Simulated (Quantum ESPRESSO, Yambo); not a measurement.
Levels of theory for the gap of ZnO

ZnO (space group P4_2/mnm, No. 136): one geometry, one set of PBEsol (pw.x of Quantum ESPRESSO, ONCV potentials, without SOC) orbitals, self-energies from Yambo (2×2×4 Γ-centred k mesh, bands 17 to 217 and a 8 Ry block in the screening, 217 bands in G with the Bruneval-Gonze terminator, plasmon pole fitted at 27.2 eV).

The geometry is that of Materials Project entry mp-1093993, symmetrised and not relaxed again.

| level | gap Γ → Γ (eV) | rough Yambo cost |
|---|---|---|
| PBEsol (Quantum ESPRESSO) | 0.78 | – |
| exchange only (Hartree-Fock self-energy on PBEsol orbitals) | 10.56 | about 1/10 (12 states) |
| static COHSEX@PBEsol | 2.56 | within a factor of two (2 states) |
| G0W0@PBEsol, plasmon pole | 1.97 | 1 (12 states) |

Bare exchange has no screening and gives the widest gap; static COHSEX screens it but leaves out the frequency dependence, which G0W0 restores.

Costs are rough ratios of core time on shared machines.

Nearest settings tried, and what they do to the gap: 151 bands in W, 151 bands in G: +83 meV; 7 Ry block (209 vectors against 281): -31 meV. Not varied: mesh. So the settings aren't converged at that level. Oxides, nitrides and fluorides with a shallow 3d shell are known to need far more bands and larger blocks.

This is not the ordinary phase of the substance; no match was found in the copy of COD used, and its stability was not checked.
